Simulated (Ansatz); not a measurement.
Data sheet: GeS₂ (DFT)

GeS2:
```xyz
6
Lattice="-2.5524 2.5524 5.0445 2.5524 -2.5524 5.0445 2.5524 2.5524 -5.0445" Properties=species:S:1:pos:R:3 pbc="T T T"
Ge     0.0000     0.0000     5.0445
Ge     2.5524     0.0000     2.5223
S      0.0000     0.0000     2.8041
S      2.5524     0.0000     0.2819
S      2.5524     0.0000     4.7627
S      0.0000     0.0000     7.2850
```

Space group I4_1/amd (No. 141), anatase; conventional cell a = b = 5.105 Å, c = 10.089 Å, α = β = γ = 90.00°.

Method: the program Ansatz at the PBE level (PAW). The cell and atoms are relaxed at this level. Other levels are named where they apply.

Cell and energy:

* **Volume per atom**: 21.91 Å³
* **Density**: 3.45 g/cm³
* **Formation energy from the elements (no fitted shifts)**: 0.014 eV/atom

Electronic structure:

Band gap: 0.59 eV (indirect)
Valence-band maximum: off the standard path, at k = (0.156, 0.229, 0.307) in fractions of the reciprocal vectors
Conduction-band minimum: on the Γ–M line, 96 % of the way from Γ (2 equivalent valleys)
Smallest direct gap on the standard path: 0.77 eV
Electron effective mass: 0.46, 1.1, 1.1 mₑ (principal values)
Hole effective mass: 0.38, 0.53, 2.7 mₑ (principal values)

Mechanics:

- Bulk modulus (Birch–Murnaghan fit) = 37.1 GPa
- Pressure derivative B′ = 2.9

The cell is a constructed one: a structure type filled with these elements; neither database checked (COD, Materials Project) lists it. COD files the formula under space group No. 14, 43, 82, 122, 217. Its standing as an ambient phase is unchecked. The PBE relaxation kept the symmetry of its start; its stability against distortions is not shown here. The references are the lowest solids computed at this level, not always the standard phases. Spin–orbit coupling is left out wherever it is not named.

Potentials: the later of the program's two PAW sets.
